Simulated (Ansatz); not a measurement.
YRh2: reading a single point

```
CELL_PARAMETERS angstrom
0.00000 3.73654 3.73654
3.73654 0.00000 3.73654
3.73654 3.73654 0.00000
ATOMIC_POSITIONS crystal
Rh 0.62500 0.62500 0.62500
Rh 0.12500 0.62500 0.62500
Rh 0.62500 0.62500 0.12500
Rh 0.62500 0.12500 0.62500
Y 0.00000 0.00000 0.00000
Y 0.25000 0.25000 0.25000
```

The numbers come from plane-wave PAW DFT (Ansatz): PBEsol, non-collinear spin, 420 eV, 8×8×8 Γ-centred k points, fermi-dirac occupations (width 0.0343 eV). Nothing was relaxed.

The state carries no moments; the state need not be the lowest.

- Charges: Bader charges in e: Y +1.54, Rh -0.77. In the mean Y gives up most and Rh takes most.
- Electronic structure: It is a metal, with about 3.7 states/eV a cell as the mean within 0.25 eV of the Fermi level, mostly Rh d (73 %) and Y d (19 %).
- Stress: The pressure is -2.0 GPa (compression positive), so with the atoms held at these fractions the cell would first shrink.
- Formation energy: -0.73 eV an atom against the elements' usual phases (free molecules for gases, crystals otherwise, with no correction for O₂ or N₂), so it is bound against them; other compounds may still compete. Relaxing would lower it.

Origin: a database entry at a rescaled volume.
